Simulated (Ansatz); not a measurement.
Space group Fm-3m (No. 225). a = 4.858 Å, b = 4.858 Å, c = 4.858 Å, α = 90.00°, β = 90.00°, γ = 90.00°
| atom | site | symmetry | x | y | z |
| --- | --- | --- | --- | --- | --- |
| Cu | 4a | m-3m | 0.0000 | 0.0000 | 0.0000 |
| S | 4b | m-3m | 0.5000 | 0.0000 | 0.0000 |

Equation of state of this CuS structure (not necessarily the ground state), with shape and atoms relaxed at each volume where symmetry leaves them free. It has no gap at any of these volumes. Method: DFT r2SCAN, scalar-relativistic, plane waves, PAW in Ansatz.

Settings: cutoff 500 eV, Γ-centred mesh 14×14×14 on the computed 2-atom cell, Gaussian smearing of 0.10 eV; no spin polarisation.

```csv
V (Å³/atom),E − E(largest V) (meV/atom),P (GPa)
13.474,4.02,8.25
13.904,-11.87,3.78
14.334,-16.74,0.01
14.764,-12.30,-3.18
15.194,0.00,-5.87
```

Q: Fit a third-order Birch–Murnaghan equation to E(V).

A: V0 = 14.33 Å³/atom, B0 = 115 GPa, B0' = 4.6.

Spin polarisation was left out, and a magnetic state may lie lower.